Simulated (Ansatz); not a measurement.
WSe$_{2}$:
```cif
data_Se4W2
_chemical_formula_sum 'W2 Se4'
_space_group_name_H-M_alt 'P 1'
_space_group_IT_number 1
_cell_length_a 3.25000
_cell_length_b 3.25000
_cell_length_c 12.81897
_cell_angle_alpha 90.000
_cell_angle_beta 90.000
_cell_angle_gamma 120.000
loop_
_space_group_symop_operation_xyz
  'x, y, z'
loop_
_atom_site_label
_atom_site_type_symbol
_atom_site_fract_x
_atom_site_fract_y
_atom_site_fract_z
_atom_site_occupancy
W1 W 0.66667 0.33333 0.75000 1
W2 W 0.33333 0.66667 0.25000 1
Se1 Se 0.33333 0.66667 0.88001 1
Se2 Se 0.66667 0.33333 0.11999 1
Se3 Se 0.66667 0.33333 0.38001 1
Se4 Se 0.33333 0.66667 0.61999 1
```

Relaxed with LDA.

Q: Decompose the optical modes at the zone centre into irreducible representations, and say which are infrared and Raman allowed.

A: Point group 6/mmm: Γ_opt = A1g + A2u + 2B1g + B2u + E1g + E1u + 2E2g + E2u. Infrared: A2u, E1u. Raman: A1g, E1g, E2g.

Q: Assign frequencies (DFPT, LDA (plane waves, PAW; program Ansatz); without the LO–TO term).

A: E2g 25, B1g 38, E2u 175, E1g 177, E2g 248, E1u 249, B2u 250, A1g 252, A2u 308, B1g 310 cm⁻¹.

Subscripts of B labels follow the axes of the standard setting.

Space group P6_3/mmc. The LDA relaxation kept the symmetry of its start. No spin polarisation was allowed. A crystal of weakly bound layers computed without a dispersion correction: the cell and the soft elastic constants depend strongly on that. Scalar-relativistic: spin–orbit coupling is off unless named, which matters more the heavier the elements.

Potentials: the earlier of the program's two PAW sets. The files were generated under PBE; for other functionals the program regenerates the frozen cores, and for LDA and PBEsol the local potential too.
